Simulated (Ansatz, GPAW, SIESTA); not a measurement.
One calculation of Sn3Se, 4 ways

```
Sn Se
1.0
     0.00000    3.73314    3.73314
     3.73314    0.00000    3.73314
     3.73314    3.73314    0.00000
Sn Se
3 1
Direct
  0.50000 0.50000 0.50000
  0.75000 0.75000 0.75000
  0.25000 0.25000 0.25000
  0.00000 0.00000 0.00000
```

The cell comes from a database or a generator and needn't be the stable form of this composition.

Alike in all runs: task band structure; functional LDA; k mesh 6 × 6 × 6; occupations fermi-dirac, width 0.05 eV; no spin polarisation; no spin-orbit coupling. LDA stands for any of its common fits. Pressure is positive in compression and, in plane waves, holds the error of the finite cutoff, which Ansatz's Pulay term estimates and takes out.

```
                                                                                   program and potentials  plane-wave cutoff (eV)                                                                                                                              notes  pressure (GPa)
                                                                                       Ansatz, Ansatz PAW                     420  potentials made for PBE, which Ansatz adapts in part; 14.5 valence electrons an atom on average; Pulay term of +0.03 GPa included           -4.46
                                                           Ansatz, all-electron LAPW, scalar-relativistic                       -                                                                                                                                  -           -4.45
                               GPAW, the program's PAW data sets (release 1.2.1) made for this functional                     600                                                                                            12 valence electrons an atom on average           -4.66
SIESTA, files PseudoDojo sr-lda-0.4.1-standard, DZP (energy shift 0.003 Ry; two zetas on semicore shells)                       -                                                                            atomic basis; 14.5 valence electrons an atom on average           -3.56
```

The pressure spans -4.66 (GPAW, the program's PAW data sets (release 1.2.1) made for this functional) to -3.56 GPa (SIESTA, files PseudoDojo sr-lda-0.4.1-standard, DZP (energy shift 0.003 Ry; two zetas on semicore shells)), with all-electron results at -4.45. Rows in atomic bases carry the error of their basis and grid, which can be large.

Differences between rows come from potentials, basis sets and numerical settings, since the functional is the same but for its coding. Runs on potential files found faulty are left out.
